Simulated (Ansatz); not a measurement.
Values for one crystal, relaxed and computed with DFT-r²SCAN+D4 in the program Ansatz with PAW potentials; other levels are named.

```yaml
volume_per_atom: 25.16 Å³
electronic_character: metallic (no gap)
Formation energy from the elements (no fitted shifts): -0.71 eV/atom
Density of states at the Fermi level: 0.35 states/eV per atom (mean over ±0.08 eV)
```

Task: Pick the material that matches.
A) TiYS2, P-3m1 (S on 2d, Ti on 1a, Y on 1b)
B) Hf3Te2, I4/mmm (Hf on 4e, Hf on 2b, Te on 4e)
C) Bi2CuTe3, P-3m1 (Te on 2d, Bi on 2d, Te on 1a, Cu on 1b)
D) TePt, R-3m (Pt on 6c, Te on 6c)

Result: B, Hf3Te2, I4/mmm (Hf on 4e, Hf on 2b, Te on 4e)

The workflow started from a Materials Project entry (that database holds measured and hypothetical structures alike); the Crystallography Open Database copy checked does not list it. Whether it is the stable phase at ambient conditions was not checked. The cell was relaxed with r²SCAN+D4 under the symmetry of its start; whether a distortion lowers the energy is not shown. No spin polarisation was allowed. The references are the lowest solids computed at this level, not always the standard phases. Scalar-relativistic: spin–orbit coupling is off unless named, which matters more the heavier the elements.

Potentials: the later of the program's two PAW sets.
